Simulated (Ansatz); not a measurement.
Task: Each is relaxed and computed with the program Ansatz at the LDA level (PAW). Which is the only one with a gap?
(A) HfGe2, Cmcm (Hf on 4c, Ge on 4c, Ge on 4c)
(B) HfB2, P6/mmm (Hf on 1a, B on 2d)
(C) HfO2, Pca2_1 (Hf on 4a, O on 4a, O on 4a)
(D) HfB, rock salt

Result: C, HfO2, Pca2_1 (Hf on 4a, O on 4a, O on 4a). HfO2: gap 4.33 eV (indirect); HfB2: metal; HfB: metal; HfGe2: metal. Standing as an ambient phase not checked: HfB, rock salt; HfGe2, Cmcm (Hf on 4c, Ge on 4c, Ge on 4c). All cells were relaxed under the symmetry of their starts (and spin orders); stability against distortions was not tested throughout. Rows with no word on spin ran without spin polarisation. Scalar-relativistic: spin–orbit coupling is off unless named, which matters more the heavier the elements.

Potentials: the later of the program's two PAW sets.
